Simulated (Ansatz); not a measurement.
ZnCu2SnSe4 (kesterite type, space group I-4)

```cif
data_Cu4Se8Sn2Zn2
_chemical_formula_sum 'Cu4 Zn2 Sn2 Se8'
_space_group_name_H-M_alt 'I-4'
_space_group_IT_number 82
_space_group_name_Hall 'I -4'
_cell_length_a 5.69900
_cell_length_b 5.69900
_cell_length_c 11.38223
_cell_angle_alpha 90.000
_cell_angle_beta 90.000
_cell_angle_gamma 90.000
loop_
_atom_site_label
_atom_site_type_symbol
_atom_site_symmetry_multiplicity
_atom_site_Wyckoff_symbol
_atom_site_fract_x
_atom_site_fract_y
_atom_site_fract_z
_atom_site_occupancy
Cu1 Cu 2 a 0.00000 0.00000 0.00000 1
Cu2 Cu 2 c 0.00000 0.50000 0.25000 1
Zn1 Zn 2 d 0.50000 0.00000 0.25000 1
Sn1 Sn 2 b 0.00000 0.00000 0.50000 1
Se1 Se 8 g 0.25906 0.26684 0.37009 1
```
(The calculation used a cell of 8 atoms; values per cell refer to that cell.)

Equation-of-state scan: isotropic scaling of the cell above, V₀ being its volume. The atoms relax within the cell's symmetry.

Level of theory: r2SCAN (plane waves to 500 eV, PAW, scalar-relativistic; Ansatz, a program for electronic structure). k mesh 8×8×8 (Γ-centred), Fermi-Dirac smearing 0.05 eV. The energy includes the smearing's −TS. With the shape held, the modulus is that of even scaling; a crystal free to change shape is softer. The PAW data are Ansatz's earlier set. ZnCu2SnSe4 is run without spin polarisation. ZnCu2SnSe4 was relaxed with its symmetry unable to fall. The zero of ΔE is the relaxed starting cell.

| V (Å³/atom) | ΔE (meV/atom) |
|---|---|
| 19.408 | 165.3 |
| 20.332 | 85.1 |
| 21.257 | 34.7 |
| 22.181 | 8.0 |
| 23.105 | 0.0 |
| 24.029 | 6.9 |
| 24.953 | 25.5 |
| 25.878 | 53.5 |
| 26.802 | 88.8 |

What is the fitted pressure derivative B₀′?

4.8.

What bulk modulus at fixed cell shape B₀ follows from a third-order Birch-Murnaghan fit?

64.0 GPa. Check by three points about V = 23.105 Å³/atom, step 0.924: d²E/dV² ≈ (8.0 − 2·0.0 + 6.9) meV / 0.924² = 0.0174 eV/Å⁶, and V·d²E/dV² × 160.2 = 64.6 GPa.

(Under strain, the slope of the energy per volume gives the stress and its curvature an elastic modulus.)
